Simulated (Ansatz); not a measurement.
One crystal and one scan (scan of one atom of the cell) at two levels, PBE (plane waves to 420 eV, PAW, scalar-relativistic; Ansatz, an electronic-structure program) and PBEsol (plane waves to 420 eV, PAW, scalar-relativistic; Ansatz), each from its own relaxed cell and on its own mesh. The cell shown is that of PBE.

Sc (hcp, Mg type)

```yaml
crystal:
  lattice:
    - [3.31943, 0.00000, 0.00000]
    - [-1.65971, 2.87471, 0.00000]
    - [0.00000, 0.00000, 5.16637]
  atoms:
    - { symbol: Sc, position: [0.33333, 0.66667, 0.75000] }
    - { symbol: Sc, position: [0.66667, 0.33333, 0.25000] }
```

Scan: atom 1 (Sc, nearest neighbour Sc at 3.216 Å; its periodic images, 3.3 Å or more away, move with it) is displaced along Cartesian [111], direction (0.577, 0.577, 0.577) in Cartesian axes, by s. The other atoms stay.

E stands for the smeared free energy. Sc is run without spin polarisation. Sc was relaxed with its symmetry unable to fall. With partly filled bands, energies and forces of such displacements shift with the k mesh and the smearing. Both scans cover s from -0.320 to 0.320 Å.

ΔE (meV/cell), each from the undisplaced structure of its own level:

| s (Å) | PBE | PBEsol |
|---|---|---|
| -0.320 | 126 | 132 |
| -0.256 | 80 | 84 |
| -0.192 | 45 | 47 |
| -0.128 | 20 | 21 |
| -0.064 | 5 | 5 |
| 0.000 | 0 | 0 |
| 0.064 | 5 | 5 |
| 0.128 | 19 | 20 |
| 0.192 | 44 | 46 |
| 0.256 | 77 | withheld |
| 0.320 | 121 | 127 |

Estimate the PBEsol value at 0.256 from the PBE value there and the ratio of the two levels in the two nearest given rows on that side of the minimum.

At 0.192 and 0.320 the ratio PBEsol/PBE averages 1.048, which gives 1.048 × 77 = 81 meV/cell. The calculation gives 82 meV/cell, +6.5 % against PBE.

(For displaced atoms, the force is minus the slope of the energy, and its curvature is a force constant, which sets phonon frequencies.)
